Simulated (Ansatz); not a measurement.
One crystal and one scan (scan of one atom of the cell) at two levels, PBE (plane waves to 420 eV, PAW, scalar-relativistic; Ansatz, an electronic-structure program) and r2SCAN (plane waves to 500 eV, PAW, scalar-relativistic; Ansatz), each from its own relaxed cell and on its own mesh. The cell shown is that of PBE.

Starting cell, ZrB₂ (AlB2 type, space group P6/mmm):

```yaml
crystal:
  lattice:
    - [6.34286, 0.00000, 0.00000]
    - [-1.58571, 2.74654, 0.00000]
    - [0.00000, 0.00000, 3.54132]
  atoms:
    - { symbol: Zr, position: [0.00000, 0.00000, 0.00000] }
    - { symbol: Zr, position: [0.50000, 0.00000, 0.00000] }
    - { symbol: B, position: [0.16667, 0.66667, 0.50000] }
    - { symbol: B, position: [0.66667, 0.66667, 0.50000] }
    - { symbol: B, position: [0.33333, 0.33333, 0.50000] }
    - { symbol: B, position: [0.83333, 0.33333, 0.50000] }
```

In each cell atom 2 (Zr, nearest neighbour B at 2.547 Å; its periodic images, 3.2 Å or more away, move with it) moves by s·(0.707, 0.707, 0.000) (along Cartesian [110]), the rest being held.

Energies are smeared free energies. ZrB2 is run without spin polarisation. ZrB2 was relaxed with its symmetry unable to fall. With partly filled bands, energies and forces of such displacements shift with the k mesh and the smearing. Percentages come from the unrounded values. Both scans cover s from -0.250 to 0.250 Å.

Results of PBE:

| Quantity | Value |
|---|---|
| Lattice constant a (Å) | 3.171 |
| Lattice constant c (Å) | 3.541 |
| Energy at s = 0.250 Å (meV/cell) | 646 |
| Force along the line at s = -0.250 Å (eV/Å) | 5.194 |
| Force constant k = d²E/ds² at s = 0 (finite differences) (eV/Å²) | 20.54 |
| Symmetry of the curve | even: the same for both signs |
| Shape of the curve | a single well with its minimum at or next to zero displacement |

Problem. What does r2SCAN give for the same quantities?

Solution. 
```csv
quantity,r2SCAN,PBE − r2SCAN
Lattice constant a (Å),3.168,+0.003 (+0.1 %)
Lattice constant c (Å),3.550,-0.009 (-0.3 %)
Energy at s = 0.250 Å (meV/cell),660,-14 (-2.1 %)
Force along the line at s = -0.250 Å (eV/Å),5.305,-0.111 (-2.1 %)
Force constant k = d²E/ds² at s = 0 (finite differences) (eV/Å²),21.00,-0.46 (-2.2 %)
```

PBE gives the lower value for: lattice constant c; energy at s = 0.250 Å; force along the line at s = -0.250 Å; force constant k = d²E/ds² at s = 0. They agree on: lattice constant a (within 0.2 %). Both give the same symmetry of the curve: even: the same for both signs. Neither level is exact: the differences show how much the result hangs on the functional.

(For displaced atoms, the force is minus the slope of the energy, and its curvature is a force constant, which sets phonon frequencies.)
